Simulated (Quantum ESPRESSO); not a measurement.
## Hf3YFO7 (a curve over one atom's position)

Simulated, not a measurement. The program is pw.x of Quantum ESPRESSO 7.5 (plane-wave density functional theory). The cell is made up: 12 atoms on a fluorite lattice, with randomly drawn elements, strain and displacements, not relaxed. PseudoDojo standard norm-conserving files (v0.5 for PBE, v0.4.1 for LDA and PBEsol) set the functional; there is no spin polarisation, spin-orbit coupling or dispersion term, and the masses in the input are unused placeholders.

The hafnium pseudopotential is less sure than the others, with forces about 3 percent (worst 6) and pressure in oxides about 1.5 GPa (worst 2.7) from a second method in checks, which no rerun with the same files tests.

Seven runs move atom 3 (Hf, counted in the order of the input) along y and keep all else fixed.

Input of the run at -0.0102:

```
&control calculation='scf', pseudo_dir='./dojo.nc.sr.pbe.v0_5.standard.upf', outdir='./o', disk_io='low', tprnfor=.true., tstress=.true. /
&system ibrav=0, nat=12, ntyp=4, nbnd=54, ecutwfc=84.00895049, nosym=.true., tot_charge=0,
 occupations='smearing', smearing='fd', degauss=0.0018374661
/
&electrons conv_thr=7.350e-09, electron_maxstep=60, /
ATOMIC_SPECIES
F 1.0 F.upf
Hf 1.0 Hf.upf
O 1.0 O.upf
Y 1.0 Y.upf
CELL_PARAMETERS angstrom
5.1521 0.0 0.0
0.0 5.1521 0.0
0.0 0.0 5.1521
ATOMIC_POSITIONS angstrom
Hf -0.0584 0.0212 -0.0257
Hf 0.0567 2.6489 2.6714
Hf 2.5715 -0.0356 2.5971
Y 2.6171 2.5686 -0.0116
F 1.3028 1.3425 1.2476
O 1.3014 1.2687 3.724
O 1.3794 3.8759 1.2972
O 1.4278 3.8749 3.7998
O 3.9059 1.2679 1.4353
O 3.8968 1.2934 3.8248
O 3.894 3.8786 1.326
O 3.882 3.7873 3.9136
K_POINTS automatic
4 4 4 1 1 1
```

| shift of atom 3 along y (Å) | free energy less that of the input shown (eV) | Fx on atom 3 (eV/Å) | Fy on atom 3 (eV/Å) | Fz on atom 3 (eV/Å) | pressure (GPa) | next band up at Gamma (eV) | iterations |
| --- | --- | --- | --- | --- | --- | --- | --- |
| -0.0671 | -0.0351 | 1.970 | -0.188 | 0.211 | 2.61 | 3.129 | 15 |
| -0.0215 | -0.0108 | 1.880 | -0.871 | 0.263 | 2.42 | 3.147 | 15 |
| -0.0102 | 0.0000 | 1.862 | -1.035 | 0.274 | 2.39 | 3.150 | 15 |
| +0.0979 | 0.1943 | 1.750 | -2.549 | 0.326 | 2.51 | 3.121 | 14 |
| +0.1198 | 0.2535 | 1.741 | -2.854 | 0.326 | 2.62 | 3.079 | 14 |
| +0.1327 | 0.2914 | 1.738 | -3.035 | 0.324 | 2.70 | 3.054 | 14 |

Question: one run is left out of the table, at -0.0404. Estimate its Fy on atom 3 (eV/Å).

Answer: -0.592. The whole row:

```
shift of atom 3 along y (Å)  free energy less that of the input shown (eV)  Fx on atom 3 (eV/Å)  Fy on atom 3 (eV/Å)  Fz on atom 3 (eV/Å)  pressure (GPa)  next band up at Gamma (eV)  iterations
                    -0.0404                                        -0.0246                1.915               -0.592                0.243            2.48                       3.141          14
```

A cubic fit gives dFy/dy = -14.30 eV/Å² at zero shift. Across the table the free energy follows the integral of the force to within 0.1 meV. A rerun of one of the cells at a cutoff of 1437 eV and k mesh 6 x 6 x 6 moved values by no more than 0.003 eV in energy, 0.04 GPa in stress and 0.002 eV/Å in force. The band column is the level of band 49 at Gamma less that of band 48, whose number is half the electron count, rounded up; it comes from a band step after each run.